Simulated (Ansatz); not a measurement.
## A plane-wave run on Ca3GeN

The input, for Ansatz 0.2.0 (plane waves, PAW):

```yaml
crystal:
  lattice:
    - [4.769042, 0.0, 0.0]
    - [0.0, 4.769042, 0.0]
    - [0.0, 0.0, 4.769042]
  atoms:
    - { symbol: "N", position: [0.5, 0.5, 0.5] }
    - { symbol: Ge, position: [0.0, 0.0, 0.0] }
    - { symbol: Ca, position: [0.0, 0.5, 0.5] }
    - { symbol: Ca, position: [0.5, 0.0, 0.5] }
    - { symbol: Ca, position: [0.5, 0.5, 0.0] }
  symmetry: { tolerance: 0.0003 }
kpoints:
  mp_grid: { grid: [7, 7, 7], shift: [0, 0, 0] }
  band_path:
    path:
      - [0.0, 0.0, 0.0]
      - [0.0, 0.5, 0.0]
      - [0.5, 0.5, 0.0]
      - [0.0, 0.0, 0.0]
      - [0.5, 0.5, 0.5]
      - [0.0, 0.5, 0.0]
      - [0.5, 0.5, 0.5]
      - [0.5, 0.5, 0.0]
    npoints: 8
magnetization:
  spin_polarized: false
scf:
  occupations: { method: fermi_dirac, width: 0.0321 }
  lower_state_search: "off"
  max_iter: 200
hamiltonian:
  pseudopotentials: { kind: paw }
  xc: r2scan
basis:
  ecutwfc: 500
  fft_grid_basis: typed
output:
  forces: true
  stress: true
  eigenvalues: true
  bader: true
  populations: true
  elf: true
  write_potential: true
  volumetric_format: npy
  dos:
    e_range: [-12, 8]
    de: 0.05
    projected: { site_lists: { Ca: [Ca], Ge: [Ge], "N": ["N"] } }
checkpoint:
  read: saved_state
```

The run starts from an earlier solution of this cell. 

Output (shortened):

```
Pseudopotentials: kind: paw
Pseudopotential: N, paw, valence charge 5, recommended cutoff 500 eV (meta_gga), N.paw.azcp
Pseudopotential: Ge, paw, valence charge 14, recommended cutoff 500 eV (meta_gga), Ge.paw.azcp
Pseudopotential: Ca, paw, valence charge 10, recommended cutoff 500 eV (meta_gga), Ca.paw.azcp
Functional definition: r2SCAN
  exchange = r2scan_x(k0 = k0, k1 = k1, a1 = a1)
  correlation = r2scan_c
Crystal: 5 atoms, lattice volume = 108.466 Å³
Basis set: ecut = 500 eV, 2777 PW (Γ), exchange–correlation on 144×144×144 points (64 copies of the dense FFT grid, shifted against one another)
Bands: 30, of which v1, the nominal top of the filled ones, is band 25 counted from 1 (24 counted from 0)
Symmetry: 48 space group operations
Space group: Pm-3m (ITA 221), of the structure as read, at distance tolerance 1.4e-3 Å
k-points: 20 of 343
Initial density: read from a saved state, or passed on in memory by an earlier SCF of this step, an earlier step, the calling program or the single point that the run made first
Functional: x = r2scan, c = r2scan; τ floored in thin density (d = 2e-4 eV/Å³)
Free energy (F): -10157.0599 eV
Harris-Foulkes:  -10157.0599 eV  (|F-HF|=2.06e-8)
Internal energy: -10157.0451 eV  (E = F + TS)
E sigma→0 (E₀):  -10157.0525 eV
Entropy (-TS):   -0.0148 eV (-2.959 meV/atom)
Fermi energy:    7.5098 eV
--- Per-component energies (eV) ---
  E_band       = -556.2017
  E_kinetic    = 1078.5547
  E_local      = -4696.6031  (includes V_loc(G=0)·N_el)
  E_nonlocal   = 653.4641
  E_hartree    = 1813.8775
  E_xc         = -540.3590
  E_vxc        = -735.9608  (∫ρ·V_xc dr)
  E_paw        = -4753.1875  (= ΣΔE_a)
  E_vpaw       = -527.0960  (= ΣTr[D̂ρ^β])
  E_aug_tail   = 0.0000  (compensation charges beyond the density's cutoff)
  E_vtau       = 43.6759  (kinetic-family band-sum trace: ∫τ·v_τ [+ j·A + Jᵃ·Aᵃ] dr)
  E_ewald      = -3711.0143
  E_core_change = -1.7773  (= ΣΔE_core)
  E_smearing   = -0.0148  (= −TS)
--- Stress (GPa, compression-positive) ---
        0.8956       0.0000       0.0000
        0.0000       0.8956       0.0000
        0.0000       0.0000       0.8956
  P = ⅓ Tr σ = 0.8956 GPa (8.956 kbar)
```

Absolute energies hang on the potentials; compare differences alone.

Origin: a database entry at a rescaled volume. Caveats: many states at the Fermi level without spin polarisation, so a magnetic state may lie lower.
